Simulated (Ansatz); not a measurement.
BN (zinc blende)

```
BN
1.0
    0.00000     3.62472     3.62472
    1.81236     0.00000     1.81236
    1.81236     1.81236     0.00000
N B
2 2
Cartesian
  2.71854   2.71854   2.71854
  2.71854   4.53089   4.53089
  0.00000   0.00000   0.00000
  1.81236   1.81236   3.62472
```

A phonon eigenvector at L = (0.5, 0.0, 0.0) is frozen into this cell: atom i moves by Q times the vector below, so Q is the largest atomic displacement, in Å. The cell is held. (q is in reciprocal vectors of the primitive cell; the cell shown is doubled to hold the pattern.)

```csv
atom,x,y,z
N1,0.256,-0.256,-0.256
N2,-0.256,0.256,0.256
B3,0.577,-0.577,-0.577
B4,-0.577,0.577,0.577
```

These are PBE (plane waves to 420 eV, PAW, scalar-relativistic; Ansatz, a quantum-chemistry and plane-wave program) values and carry that method's errors. k mesh 8×16×16 (Γ-centred), Fermi-Dirac smearing 0.05 eV. Energies are smeared free energies. BN was relaxed with its symmetry unable to fall. The zero of ΔE is the undisplaced structure.

| Q (Å) | ΔE (meV/cell) |
|---|---|
| -0.180 | 1958 |
| -0.150 | 1376 |
| -0.120 | 890 |
| -0.090 | withheld |
| -0.060 | 225 |
| -0.030 | 57 |
| 0.000 | 0 |
| 0.030 | 57 |
| 0.060 | 225 |
| 0.090 | withheld |
| 0.120 | 890 |
| 0.150 | 1376 |
| 0.180 | 1958 |

Question: Fit an even polynomial form (powers 2, 4) to the given rows and predict ΔE at Q = -0.090.

Answer: Least squares on the 11 given rows: ΔE = (62860)·Q² + (-75000)·Q⁴, in meV/cell with Q in Å; root-mean-square residual 0.3 meV/cell. At -0.090 the fit gives 504 meV/cell; the calculation gives 504 meV/cell, the same to the digits shown. The quadratic term alone would give 509 meV/cell.

(A displaced cell: forces are minus the slopes of the energy, force constants its curvatures, and phonons follow from these.)
